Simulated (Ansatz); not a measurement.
MgCdS$_{2}$:
Space group P4/mmm (No. 123); a = b = 3.7535 Å, c = 5.3126 Å, α = β = γ = 90.00°

```json
[
 {"atom": "Mg", "site": "1d", "symmetry": "4/mmm", "x": "0.5000", "y": "0.5000", "z": "0.5000"},
 {"atom": "Cd", "site": "1a", "symmetry": "4/mmm", "x": "0.0000", "y": "0.0000", "z": "0.0000"},
 {"atom": "S", "site": "1b", "symmetry": "4/mmm", "x": "0.0000", "y": "0.0000", "z": "0.5000"},
 {"atom": "S", "site": "1c", "symmetry": "4/mmm", "x": "0.5000", "y": "0.5000", "z": "0.0000"}
]
```

Relaxed with PBEsol. The program Ansatz at the PBEsol level (PAW) gives no gap.

What gap does HSE06 give on the same cell (Ansatz, PAW)?

1.22 eV. The hybrid was solved on a coarser mesh and at special points; its gap is the smallest among all of these. On such a mesh it can open a false gap in a semimetal.

```json
[
 {"k": "Γ", "v1 PBEsol": "-0.85", "c1 PBEsol": "0.57", "v1 HSE06": "(withheld)", "c1 HSE06": "(withheld)"},
 {"k": "Z", "v1 PBEsol": "-1.47", "c1 PBEsol": "3.27", "v1 HSE06": "(withheld)", "c1 HSE06": "(withheld)"},
 {"k": "M", "v1 PBEsol": "-2.34", "c1 PBEsol": "0.08", "v1 HSE06": "-2.51", "c1 HSE06": "1.22"},
 {"k": "A", "v1 PBEsol": "-2.98", "c1 PBEsol": "3.66", "v1 HSE06": "-3.14", "c1 HSE06": "4.83"},
 {"k": "R", "v1 PBEsol": "0.00", "c1 PBEsol": "3.35", "v1 HSE06": "(withheld)", "c1 HSE06": "(withheld)"},
 {"k": "X", "v1 PBEsol": "-0.13", "c1 PBEsol": "4.47", "v1 HSE06": "(withheld)", "c1 HSE06": "(withheld)"}
]
```

Top valence (v1) and lowest conduction level (c1) in eV from each method's valence maximum (which need not be a listed point): supply the withheld HSE06 values.


- X, v1 HSE06: -0.14
- X, c1 HSE06: 5.66
- Γ, v1 HSE06: -0.86
- Γ, c1 HSE06: 1.71
- Z, v1 HSE06: -1.58
- Z, c1 HSE06: 4.47
- R, v1 HSE06: 0.00
- R, c1 HSE06: 4.47

Cost on shared cores: the PBEsol run (SCF on a 11×11×8 mesh, then bands and DOS) roughly 26 core-seconds, the HSE06 run (SCF on 6×6×4, then a few points) roughly 80 core-seconds; the tasks are unlike.

The workflow started from a Materials Project entry (that database holds measured and hypothetical structures alike); the Crystallography Open Database copy checked does not list it. With Mg and Cd taken as one species the cell has the higher symmetry Fm-3m, so it may be an ordered model of a mixed-site phase. Its standing as an ambient phase is unchecked. The cell was relaxed with PBEsol under the symmetry of its start; of distortions, only those at the zone centre were tested. Scalar-relativistic: spin–orbit coupling is off unless named, which matters more the heavier the elements.

Potentials: the later of the program's two PAW sets.
